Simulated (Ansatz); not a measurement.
Input:

GaP:
```yaml
crystal:
  lattice:
    - [0.00000, 2.69571, 2.69571]
    - [2.69571, 0.00000, 2.69571]
    - [2.69571, 2.69571, 0.00000]
  atoms:
    - { symbol: Ga, position: [0.00000, 0.00000, 0.00000] }
    - { symbol: P, position: [0.75000, 0.75000, 0.75000] }
```

This is the LDA-relaxed structure.

Q: All from LDA in the plane-wave PAW code Ansatz, unless another level is named. Predict the formation energy from the elements (no fitted shifts).

A: -0.41 eV/atom.

Q: Predict the hole effective mass, band 1 of 3 at the edge.

A: 0.36 along [100], 2.7 along [110], 0.85 along [111] (mₑ).

Q: Next, the hole effective mass, band 3 of 3 at the edge?

A: 0.11 along [100], 0.088 along [110], 0.082 along [111] (mₑ).

Q: What about the smallest direct gap on the standard path?

A: 1.88 eV.

Q: And the valence-band maximum?

A: at Γ.

Space group F-43m (zinc blende). Symmetry was held in the LDA relaxation. The references are the lowest solids computed at this level, not always the standard phases. Scalar-relativistic: spin–orbit coupling is off unless named, which matters more the heavier the elements.

Potentials: the earlier of the program's two PAW sets. The files were generated under PBE; for other functionals the program regenerates the frozen cores, and for LDA and PBEsol the local potential too.
